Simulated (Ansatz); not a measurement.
Values for one crystal, relaxed and computed with DFT-PBE in the program Ansatz with PAW potentials; other levels are named.

| Property | Value |
|---|---|
| Volume per atom | 17.30 Å³ |
| Electronic character | metallic (no gap) |
| Density of states at the Fermi level | 0.34 states/eV per atom (mean over ±0.08 eV) |
| Pressure derivative B′ | 4.2 |
| Bulk modulus (Birch–Murnaghan fit) | 86.1 GPa |
| Formation energy from the elements (no fitted shifts) | -0.45 eV/atom |

Question: Which of these materials gives this?
(A) Al2Os, cubic Laves (MgCu2 type)
(B) ScAl3, Cu3Au type
(C) Ga3Mo, Cu3Au type
(D) AlCo, CsCl type

Answer: B, ScAl3, Cu3Au type

Space group Pm-3m (Cu3Au type). Symmetry was held in the PBE relaxation. No spin polarisation was allowed. The references are the lowest solids computed at this level, not always the standard phases.

Potentials: the earlier of the program's two PAW sets.
